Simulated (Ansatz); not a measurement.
The cell comes from COD entry 1524302, which wasn't checked; take it as a given geometry. The listed cell was then made from it by scaling, straining or moving an atom.

An input for Ga$_{2}$Cu: DFT, PBEsol, all-electron PAW with datasets made for the crystal, scalar-relativistic (Ansatz 0.2.0).

Command: `ansatz run input.yaml --threads 1 --pin off --max-ram 4096MiB --backend cpu --events-out ev --progress --plain --runs-dir out` The run took 42 s on 1 thread of Arm Neoverse V1, on a shared host, peak memory 0.86 GiB.

```yaml
crystal:
  lattice:
    - [2.8672411128, 0.0, 0.0]
    - [0.0, 2.8672411128, 0.0]
    - [0.0, 0.0, 5.9158377589]
  atoms:
    - { symbol: Ga, position: [0.5, 0.5, 0.295] }
    - { symbol: Ga, position: [0.5, 0.5, 0.705] }
    - { symbol: Cu, position: [0.0, 0.0, 0.0] }
kpoints:
  mp_grid: { grid: [14, 14, 7] }
scf:
  occupations: { method: fermi_dirac, width: 0.08 }
hamiltonian:
  xc: pbesol
  pseudopotentials: { kind: all_electron, datasets: crystal }
output:
  forces: true
  stress: true
  eigenvalues: true
  efg: { contact_densities: true }
```

The results part of the log:

```
SCF 1 converged in 12 iterations: F = -150718.159938 eV  dr2 = 1.72e-8
  Residual-converged pass: ⟨swp⟩=3.0  Hψ=6971  notcnv=0  max |occ|·‖R‖ = 6.5e-6 eV (tolerance 6.5e-6 eV)  dr2=1.66e-8  dr2_onsite=9.10e-9  max |Δocc| = 2.1e-10
  greatest PAW one-centre occupation: 0.988 electrons in one spin orbital (limit 2), on the Ga atom at site 1 (counted from 0), in its partial waves of l = 2
SCF converged after 12 iterations
Free energy (F): -150718.159938 eV
Harris-Foulkes:  -150718.159938 eV  (|F-HF|=2.10e-8)
Internal energy: -150718.140821 eV  (E = F + TS)
E sigma→0 (E₀):  -150718.150380 eV
Entropy (-TS):   -0.019117 eV (-6.372 meV/atom)
Past the cutoff: the bands carry plane waves up to 1.75 times it, of which those up to 1.5 times it add -0.000204 eV an atom, each by itself; the spheres take 0.000306 eV an atom off the energy for waves past 1.75 times it
By the cutoff:   a pressure is off by up to 0.008 GPa (1.2 times the spheres' own share and the shells' term, over an atom's volume, and 0.004 GPa: a bound that held against runs at twice the plane waves)
Past the cutoffs: a stress includes 0.0010 GPa for waves and charges beyond them, in addition to the slope of what the spheres take
In the spheres:  the bands' charges fall short by 4.8e-7 e at most (sound up to 1e-3)
Fermi energy:    13.068412 eV
--- Per-component energies (eV) ---
  The terms above E_closure are by the made datasets' own strengths, without shells solved beside the bands.
--- Forces (eV/Å), atoms counted from 1 ---
  atom   1  Ga    -0.00000000     0.00000000    -1.00504752
  atom   2  Ga    -0.00000000     0.00000000     1.00504752
  atom   3  Cu    -0.00000000     0.00000000     0.00000000
  max |Σ_I F_I| component: 6.94e-18 eV/Å
--- Stress (GPa, compression-positive) ---
       -7.251055       0.000000       0.000000
        0.000000      -7.251055       0.000000
        0.000000       0.000000      -4.726572
  P = ⅓ Tr σ = -6.4096 GPa (-64.096 kbar)
--- PAW observables at the nuclei: V_zz in 10²¹ V/m², potentials from the cell's mean, atoms counted from 1 ---
  atom   1  Ga V_zz =    -5.614578   η = 0.0000   by run symmetry: allowed
            electrostatic potential = -4132.683967 V   contact ρ = 187126.747735 e/Å³
  atom   2  Ga V_zz =    -5.614578   η = 0.0000   by run symmetry: allowed
            electrostatic potential = -4132.683967 V   contact ρ = 187126.747735 e/Å³
  atom   3  Cu V_zz =    +0.429772   η = 0.0000   by run symmetry: allowed
            electrostatic potential = -3755.976237 V   contact ρ = 147322.713181 e/Å³
--- Band table (eV; the first three rows and the last of 144) ---
  k-point 0: bands = ["-2.0961", "-2.0155", "-1.9642", "-1.7890", "-1.7890", "-1.6760", "-1.6582", "-1.6361", "-1.5993", "-1.5993", "2.0703", "5.8254", "7.1207", "9.2369", "9.9578", "10.0007", "10.0007", "10.3230", "19.1999", "19.4947", "19.4947"]
  k-point 1: bands = ["-2.0895", "-2.0145", "-1.9651", "-1.7878", "-1.7878", "-1.6812", "-1.6579", "-1.6364", "-1.6006", "-1.6006", "2.1580", "5.1790", "7.8447", "9.2369", "9.9994", "9.9994", "10.0363", "10.3230", "17.8247", "19.6046", "19.6046"]
  k-point 2: bands = ["-2.0739", "-2.0123", "-1.9674", "-1.7849", "-1.7849", "-1.6936", "-1.6572", "-1.6371", "-1.6036", "-1.6036", "2.4212", "4.2767", "8.7883", "9.2370", "9.9965", "9.9965", "10.3230", "10.4354", "15.8671", "19.9300", "19.9300"]
  k-point 143: bands = ["-1.9345", "-1.9340", "-1.9236", "-1.9236", "-1.8950", "-1.7091", "-1.7091", "-1.5492", "-1.5334", "-1.4861", "8.2086", "9.0287", "9.0287", "9.9723", "10.4716", "10.6446", "12.1686", "12.1686", "13.3442", "13.3442", "13.9244"]
```
